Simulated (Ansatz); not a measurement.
Consider the following.

Sc2Si2O7:
Space group C2/m (No. 12); a = 6.514 Å, b = 8.499 Å, c = 4.688 Å, α = 90.00°, β = 102.80°, γ = 90.00°

```json
[
 {"atom": "Sc", "site": "4g", "symmetry": "2", "x": "0.0000", "y": "0.3097", "z": "0.0000"},
 {"atom": "Si", "site": "4i", "symmetry": "m", "x": "0.2240", "y": "0.0000", "z": "0.4080"},
 {"atom": "O", "site": "8j", "symmetry": "1", "x": "0.2360", "y": "0.1575", "z": "0.2132"},
 {"atom": "O", "site": "2c", "symmetry": "2/m", "x": "0.5000", "y": "0.5000", "z": "0.5000"},
 {"atom": "O", "site": "4i", "symmetry": "m", "x": "0.1061", "y": "0.5000", "z": "0.2795"}
]
```
(The calculation used a cell of 11 atoms; values per cell refer to that cell.)

This is the r²SCAN-relaxed structure.

All from r²SCAN (plane waves, PAW; program Ansatz), unless another level is named. Predict the highest zone-centre frequency (without LO–TO term).

34.76 THz.

And the Debye temperature from the elastic constants?

709 K.

The workflow started from a Materials Project entry (that database holds measured and hypothetical structures alike); the Crystallography Open Database files this formula in space group No. 12, but the cells were not matched. Its standing as an ambient phase is unchecked. The cell was relaxed with r²SCAN under the symmetry of its start; whether a distortion lowers the energy is not shown. No spin polarisation was allowed.

Potentials: the later of the program's two PAW sets.
